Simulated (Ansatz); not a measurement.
One crystal and one scan (scan of one atom of the cell) at two levels, PBE (plane waves to 420 eV, PAW, scalar-relativistic; Ansatz, a quantum-chemistry and plane-wave program) and r2SCAN (plane waves to 500 eV, PAW, scalar-relativistic; Ansatz), each from its own relaxed cell and on its own mesh.

The crystal is TiO$_{2}$ (anatase); one Ti atom of a 6-atom cell moves by s along Cartesian [111], with its periodic images.

E stands for the smeared free energy. TiO2 is run without spin polarisation. TiO2 was relaxed with its symmetry unable to fall. (PBE) Left out: 4 of 11 points, with atoms too close for the PAW data. (r2SCAN) Left out: 4 of 11 points, with atoms too close for the PAW data. Both scans cover s from -0.348 to 0.348 Å.

```csv
quantity,run 1,run 2
Lattice constant a (Å),3.799,3.778
Lattice constant c (Å),9.701,9.584
Relaxed volume (Å³/atom),11.67,11.40
"Band gap of the relaxed cell, no spin-orbit coupling (eV)",2.13,2.53
Energy at s = 0.348 Å (meV/cell),592,695
Force along the line at s = -0.348 Å (eV/Å),4.219,4.829
Force constant k = d²E/ds² at s = 0 (finite differences) (eV/Å²),6.87,8.45
```

Question: Which run is which level?

Answer: Run 1 is PBE, run 2 is r2SCAN. PBE gives the higher value for: lattice constant a; lattice constant c; relaxed volume. PBE gives the lower value for: band gap of the relaxed cell, no spin-orbit coupling; energy at s = 0.348 Å; force along the line at s = -0.348 Å; force constant k = d²E/ds² at s = 0. Both give the same symmetry of the curve: even: the same for both signs.

(A displaced cell: forces are minus the slopes of the energy, force constants its curvatures, and phonons follow from these.)
